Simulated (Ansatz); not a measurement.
BaTiO₃ (cubic perovskite)

```yaml
crystal:
  lattice:
    - [3.99403, 0.00000, 0.00000]
    - [0.00000, 3.99403, 0.00000]
    - [0.00000, 0.00000, 3.99403]
  atoms:
    - { symbol: Ba, position: [0.00000, 0.00000, 0.00000] }
    - { symbol: Ti, position: [0.50000, 0.50000, 0.50000] }
    - { symbol: O, position: [0.00000, 0.50000, 0.50000] }
    - { symbol: O, position: [0.50000, 0.50000, 0.00000] }
    - { symbol: O, position: [0.50000, 0.00000, 0.50000] }
```

The slice is a {110} plane (indices of the conventional cell) through the point (0.500, 0.500, 0.000) (fractional), spanned by u = [100] and v = [011] in vectors of this cell: u (3.99 Å) and v (5.65 Å, at 90° to u). It covers one period; positions are fractions (u, v).

Level of theory: r2SCAN (plane waves to 500 eV, PAW, scalar-relativistic; Ansatz, a quantum-chemistry and plane-wave program). k mesh 8×8×8. These are valence fields of a PAW run, semicore shells included where kept as valence: close to a nucleus they are smooth pseudo fields. BaTiO3 is run without spin polarisation. BaTiO3 was relaxed with its symmetry unable to fall. This is a high-temperature form of BaTiO3.

### Question
Predict the map of the density of the highest valence band (whole band, smooth part) on the slice.

### Answer
```tsv
v \ u	0.00	0.13	0.26	0.39	0.52	0.65	0.78	0.91
0.94	0.176	0.166	0.022	0.002	0.001	0.004	0.046	0.220
0.84	0.038	0.024	0.005	0.002	0.004	0.002	0.010	0.031
0.75	0.003	0.003	0.001	0.004	0.007	0.002	0.002	0.003
0.66	0.038	0.024	0.005	0.002	0.004	0.002	0.010	0.031
0.56	0.176	0.166	0.022	0.002	0.001	0.004	0.046	0.220
0.47	0.081	0.232	0.027	0.002	0.001	0.005	0.060	0.274
0.38	0.085	0.049	0.010	0.002	0.002	0.002	0.018	0.068
0.28	0.006	0.005	0.002	0.004	0.006	0.002	0.003	0.006
0.19	0.016	0.011	0.003	0.003	0.005	0.002	0.005	0.014
0.09	0.155	0.096	0.015	0.002	0.001	0.003	0.030	0.136
0.00	0.003	0.259	0.029	0.002	0.000	0.005	0.066	0.288
```

Values: density of the highest valence band (whole band, smooth part) in e/Å³.
